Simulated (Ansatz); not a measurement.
BN (wurtzite, P6_3mc), PBE (plane waves, PAW; program Ansatz). The conduction-band minimum lies at K, with 2 equivalent valleys. Second derivatives d²E/dk² of the lowest band at one valley (eV·Å²), along Cartesian directions:

```csv
direction,d²E/dk²
[100],14.82
[010],14.82
[001],24.84
[110],14.82
[101],19.83
[011],19.83
```

Problem. Find the principal effective masses, the density-of-states mass and the conductivity mass.

Solution. Off-diagonal terms follow from H_xy = H[110] − (H_xx + H_yy)/2, and m*/mₑ = 7.620 eV·Å² over each eigenvalue: 0.31, 0.51, 0.51. One valley's DOS mass (m₁m₂m₃)^(1/3) = 0.43, conductivity mass 3/(Σ 1/mᵢ) = 0.42 mₑ.

Problem. What effective density of states Nc follows at 300 K for parabolic valleys?

Solution. Nc = 2.509e19 × 2 × (0.43)^(3/2) ≈ 1.4e19 cm⁻³.

The PBE relaxation kept the symmetry of its start.

Potentials: the earlier of the program's two PAW sets.

Edges and masses are those of Kohn–Sham bands, whose gap is no quasiparticle gap.
